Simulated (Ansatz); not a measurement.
An Ansatz input:

```yaml
crystal:
  lattice:
    - [-1.9926084848, 1.6426083506, 1.4671924511]
    - [1.6426083506, -1.9926084848, 1.4671924511]
    - [3.7166941312, 3.7166941312, -2.1082183379]
  atoms:
    - { symbol: Li, position: [0.9581586218, 0.0418413782, 0.0] }
    - { symbol: Li, position: [0.7918413782, 0.2081586218, 0.5] }
hamiltonian:
  xc: r2scan
  pseudopotentials:
    kind: paw
    azcp:
      Li: "pseudopotentials/Li.paw.azcp"
basis:
  ecutwfc: 500
  fft_grid_basis: typed
kpoints:
  mp_grid: { grid: [15, 15, 7], shift: [0, 0, 0] }
magnetization:
  spin_polarized: false
scf:
  occupations: { method: fermi_dirac, width: 0.1 }
  lower_state_search: "off"
output:
  stress: true
```

Output

```
Engine: ansatz 0.2.0, x86_64-unknown-linux-gnu
Pseudopotentials: kind: paw
Pseudopotential: Li, paw, valence charge 3, recommended cutoff 500 eV (meta_gga) 
Functional definition: r2SCAN
  parameter k0 = 0.174
  parameter k1 = 0.065
  parameter a1 = 4.9479
  exchange = r2scan_x(k0 = k0, k1 = k1, a1 = a1)
  correlation = r2scan_c
Crystal: 2 atoms, lattice volume = 36.964 Å³
Basis set: ecut = 500 eV, 941 PW (Γ), exchange–correlation on 96×96×180 points (64 copies of the dense FFT grid, shifted against one another)
Bands: 7, of which v1, the nominal top of the filled ones, is band 3 counted from 1 (2 counted from 0)
Symmetry: 4 space group operations
Space group: C2/c (ITA 15), of the structure as read, at distance tolerance 3.3e-5 Å
k-points: 424 of 1575
Non-local potential: Li, projectors of the file, l = 0: 3, l = 1: 2, l = 2: 1
PAW form: soft (Blöchl's): semilocal exchange-correlation on the pseudo side does not see the compensation charge
PAW one-centre angular grid: Li, 302 points (default); XC on 327 of its mesh's 2665 points in the sphere
Initial density: superposition of atomic densities (neutral atoms: chi_scale 0, normalization atom), corrected by the library's trained network
Initial wavefunctions: pseudopotential atomic-orbital guess
Functional: x = r2scan, c = r2scan; τ floored in thin density (d = 2e-4 eV/Å³)
SCF iter   1: F=-410.253178 eV  HF=-410.255122 eV  |F-HF|=1.94e-3  |Δ(HF+E_count)|=         —  Δρ=2.36e-3  dr2=6.59e-4  dr2_τ=1.01e-3  ethr=1.77e-3  ⟨swp⟩=4.3  Hψ=20752  notcnv=0
SCF iter   2: F=-410.253735 eV  HF=-410.253695 eV  |F-HF|=3.92e-5  |Δ(HF+E_count)|=   1.43e-3  Δρ=1.26e-3  dr2=2.27e-4  dr2_τ=1.35e-5  ethr=1.10e-5  ⟨swp⟩=2.0  Hψ=9328  notcnv=0
SCF iter   3: F=-410.253763 eV  HF=-410.253760 eV  |F-HF|=3.54e-6  |Δ(HF+E_count)|=   6.43e-5  Δρ=1.24e-4  dr2=5.55e-6  dr2_τ=5.55e-7  ethr=3.79e-6  ⟨swp⟩=2.0  Hψ=4251  notcnv=0
iter 4 did not close the SCF: its close was put off for the readings that it lacked (scf_convergence_deferred on its scf_iter line)
SCF iter   4: F=-410.253764 eV  HF=-410.253764 eV  |F-HF|=4.55e-8  |Δ(HF+E_count)|=   4.26e-6  Δρ=1.91e-5  dr2=7.82e-8  dr2_τ=9.63e-9  ethr=9.25e-8  ⟨swp⟩=2.0  Hψ=4265  notcnv=0
iter 5 did not close the SCF: its close was put off for the readings that it lacked (scf_convergence_deferred on its scf_iter line)
SCF iter   5: F=-410.253764 eV  HF=-410.253764 eV  |F-HF|=5.70e-9  |Δ(HF+E_count)|=   2.13e-9  Δρ=2.74e-6  dr2=1.49e-9  dr2_τ=1.39e-10  ethr=1.30e-9  ⟨swp⟩=2.0  Hψ=4406  notcnv=0
SCF iter   6: F=-410.253764 eV  HF=-410.253764 eV  |F-HF|=1.46e-11  |Δ(HF+E_count)|=   6.29e-9  Δρ=2.82e-7  dr2=3.35e-11  dr2_τ=1.56e-12  ethr=2.48e-11  ⟨swp⟩=1.0  Hψ=8522  notcnv=0
SCF 1 converged in 6 iterations: F = -410.253764 eV  dr2 = 3.35e-11
SCF converged after 6 iterations
Free energy (F): -410.253764 eV
Harris-Foulkes:  -410.253764 eV  (|F-HF|=1.46e-11)
Internal energy: -410.223756 eV  (E = F + TS)
E sigma→0 (E₀):  -410.238760 eV
Entropy (-TS):   -0.030008 eV (-15.004 meV/atom)
Fermi energy:    1.360814 eV
--- Per-component energies (eV) ---
  E_band       = -186.523583
  E_kinetic    = 43.169647
  E_local      = -258.834914  (includes V_loc(G=0)·N_el)
  E_nonlocal   = -66.536394
  E_hartree    = 76.783783
  E_xc         = -19.579567
  E_vxc        = -27.876598  (∫ρ·V_xc dr)
  E_paw        = -43.658419  (= ΣΔE_a)
  E_vpaw       = -31.669827  (= ΣTr[D̂ρ^β])
  E_aug_tail   = -0.000208  (compensation charges beyond the density's cutoff)
  E_vtau       = 1.657132  (kinetic-family band-sum trace: ∫τ·v_τ [+ j·A + Jᵃ·Aᵃ] dr)
  E_ewald      = -141.567686
  E_smearing   = -0.030008  (= −TS)
  E_closure    = 0.000000  (closes the sum)
  Σ components = -410.253764   (vs F -410.253764, Δ=0.00e0)
--- Stress (GPa, compression-positive) ---
        2.113272       0.112077       0.001708
        0.112077       2.113272       0.001708
        0.001708       0.001708       1.956760
  P = ⅓ Tr σ = 2.0611 GPa (20.611 kbar)
```

Command:

```sh
ansatz run input.yaml --threads 1 --pin off --max-ram 3584MiB --backend cpu --events-out ev --progress --plain --runs-dir out
```

On 1 thread of Intel(R) Xeon(R) Platinum 8259CL CPU @ 2.50GHz (Skylake/Cascade Lake) (shared host) this took about 15 s of wall time and 15 s of CPU time.
